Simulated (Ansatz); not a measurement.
Here is the system:

Y3Ga7Cu4:
```yaml
crystal:
  lattice:
    - [7.73160, 2.07019, 0.00000]
    - [-7.73160, 2.07019, 0.00000]
    - [-5.68869, 0.00000, 7.47769]
  atoms:
    - { symbol: Y, position: [0.30812, 0.69188, 0.29847] }
    - { symbol: Y, position: [0.69188, 0.30812, 0.70153] }
    - { symbol: Y, position: [0.00000, 0.00000, 0.00000] }
    - { symbol: Ga, position: [0.86137, 0.13863, 0.58256] }
    - { symbol: Ga, position: [0.13863, 0.86137, 0.41744] }
    - { symbol: Ga, position: [0.13680, 0.86320, 0.86526] }
    - { symbol: Ga, position: [0.86320, 0.13680, 0.13474] }
    - { symbol: Ga, position: [0.00000, 0.00000, 0.50000] }
    - { symbol: Ga, position: [0.34176, 0.65824, 0.72322] }
    - { symbol: Ga, position: [0.65824, 0.34176, 0.27678] }
    - { symbol: Cu, position: [0.49588, 0.50412, 0.70080] }
    - { symbol: Cu, position: [0.50412, 0.49588, 0.29920] }
    - { symbol: Cu, position: [0.66014, 0.33986, 0.01916] }
    - { symbol: Cu, position: [0.33986, 0.66014, 0.98084] }
```

This is the r²SCAN-relaxed structure.

Problem. All from plane-wave PAW r²SCAN (Ansatz code), unless another level is named. Estimate the formation energy from the elements (no fitted shifts).

Solution. -0.53 eV/atom.

Problem. Next, the density of states at the Fermi level?

Solution. 0.30 states/eV per atom (mean over ±0.08 eV).

Space group C2/m. The first step of the workflow began from a Materials Project structure, measured or hypothetical; the Crystallography Open Database copy checked does not list it. Whether it is the stable phase at ambient conditions was not checked. Symmetry was held in the r²SCAN relaxation; whether a distortion lowers the energy is not shown. The run is not spin-polarised. The references are the lowest solids computed at this level, not always the standard phases. Scalar-relativistic: spin–orbit coupling is off unless named, which matters more the heavier the elements.

Potentials: the later of the program's two PAW sets.
